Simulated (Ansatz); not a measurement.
Here is the system:

Cs2Pd(IBr2)2 (space group I4/mmm)

```
Cs2Pd(IBr2)2
1.0
   -4.17834     4.17834     4.41185
    4.17834    -4.17834     4.41185
    4.17834     4.17834    -4.41185
Cs Pd I Br
2 1 2 4
Direct
  0.75000   0.25000   0.50000
  0.25000   0.75000   0.50000
  0.00000   0.00000   0.00000
  0.33603   0.33603   0.00000
  0.66397   0.66397   0.00000
  0.20689   0.20689   0.41378
  0.79311   0.79311   0.58622
  0.20689   0.79311   0.00000
  0.79311   0.20689   0.00000
```

Equation-of-state scan: isotropic scaling of the cell above, V₀ being its volume. The atoms relax within the cell's symmetry.

The numbers are results of PBEsol (plane waves to 420 eV, PAW, scalar-relativistic; Ansatz, a first-principles code), not measurements. k mesh 6×6×6 (Γ-centred), Fermi-Dirac smearing 0.05 eV. The energy includes the smearing's −TS. Stress and pressure are positive under compression. With the shape held, the modulus is that of even scaling; a crystal free to change shape is softer. Cs2Pd(IBr2)2 is run without spin polarisation and with no Hubbard U. Cs2Pd(IBr2)2 was relaxed with its symmetry unable to fall. Spin-orbit coupling is left out, though I is heavy. The zero of ΔE is the relaxed starting cell.

The scan covers V/V₀ from 0.900 to 1.100 in 13 points.

### Question
What is the fitted pressure derivative B₀′?

### Answer
6.8.

### Question
What bulk modulus at fixed cell shape B₀ follows from a third-order Birch-Murnaghan fit?

### Answer
16.4 GPa.

(A scan under strain: stresses follow from slopes of the energy per volume, elastic moduli from its curvatures.)
